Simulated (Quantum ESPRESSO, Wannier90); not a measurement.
# Wannierisation of SnO2 (rutile)

```xyz
6
Lattice="4.7648 0.0000 0.0000 0.0000 4.7648 0.0000 0.0000 0.0000 3.2075" Properties=species:S:1:pos:R:3 pbc="T T T"
Sn     2.3824     2.3824     1.6038
Sn     0.0000     0.0000     0.0000
O      0.9245    -0.9245     1.6038
O     -0.9245     0.9245     1.6038
O     -1.4579    -1.4579     0.0000
O      1.4579     1.4579     0.0000
```

Materials Project entry mp-856; symmetrised, unrelaxed at this level. COD (Crystallography Open Database) has an entry of this formula and space group (matched by these alone). Level: PBEsol, no spin polarisation, no spin-orbit coupling; pw.x of Quantum ESPRESSO at 68 Ry with PseudoDojo potentials, 6×6×10 k-points, Wannier90. Density: 6×6×10 mesh, cold smearing 0.01 Ry. Spin-orbit coupling is left out although heavy elements are present.

A tight-binding model is made by disentanglement and projection with no localisation steps (num_iter = 0), so the 24 orbitals stay atom-like: hydrogen-like Sn: s;p; O: s;p, axes along x, y, z; frozen window up to 2.44 eV relative to the valence-band maximum. It follows pw.x to 0.2 meV rms for states up to 1.9 eV relative to the valence-band maximum. Matrix elements depend on this choice of orbitals and windows.

The 30 largest hoppings ⟨m,0|H|n,R⟩ between different sites (one of each Hermitian pair; signs follow the real orbitals' lobes; the list may end inside a set of equal values):

```
m            n      R  distance of the centres (Å)  t (eV)
------  ------  -----  ---------------------------  ------
O6 py   Sn2 px  0 0 0                         2.07   1.855
O5 px   Sn2 py  0 0 0                         2.07   1.855
Sn1 px   O3 py  0 1 0                         2.07  -1.855
Sn1 py   O3 px  0 1 0                         2.07  -1.855
O5 py   Sn2 px  0 0 0                         2.07   1.855
Sn1 py   O4 px  1 0 0                         2.07  -1.855
O6 px   Sn2 py  0 0 0                         2.07   1.855
Sn1 px   O4 py  1 0 0                         2.07  -1.855
O6 pz    Sn1 s  0 0 0                         2.08  -1.789
Sn1 s    O6 pz  0 0 1                         2.08   1.789
Sn1 s    O5 pz  1 1 1                         2.08   1.789
O3 pz    Sn2 s  0 0 1                         2.08  -1.789
Sn1 s    O5 pz  1 1 0                         2.08  -1.789
O4 pz    Sn2 s  0 0 1                         2.08  -1.789
O4 pz    Sn2 s  0 0 0                         2.08   1.789
O3 pz    Sn2 s  0 0 0                         2.08   1.789
O3 s    Sn2 pz  0 0 0                         2.05  -1.635
O3 s    Sn2 pz  0 0 1                         2.05   1.635
Sn1 pz    O5 s  1 1 0                         2.05   1.635
Sn1 pz    O6 s  0 0 1                         2.05  -1.635
O4 s    Sn2 pz  0 0 1                         2.05   1.634
Sn1 pz    O5 s  1 1 1                         2.05  -1.634
O6 s    Sn1 pz  0 0 0                         2.05   1.634
O4 s    Sn2 pz  0 0 0                         2.05  -1.634
Sn1 s    O3 py  0 1 0                         2.07   1.594
Sn1 s    O3 px  0 1 0                         2.07  -1.594
O6 py    Sn2 s  0 0 0                         2.07   1.594
O5 px    Sn2 s  0 0 0                         2.07  -1.594
O6 px    Sn2 s  0 0 0                         2.07   1.594
O5 py    Sn2 s  0 0 0                         2.07  -1.594
```
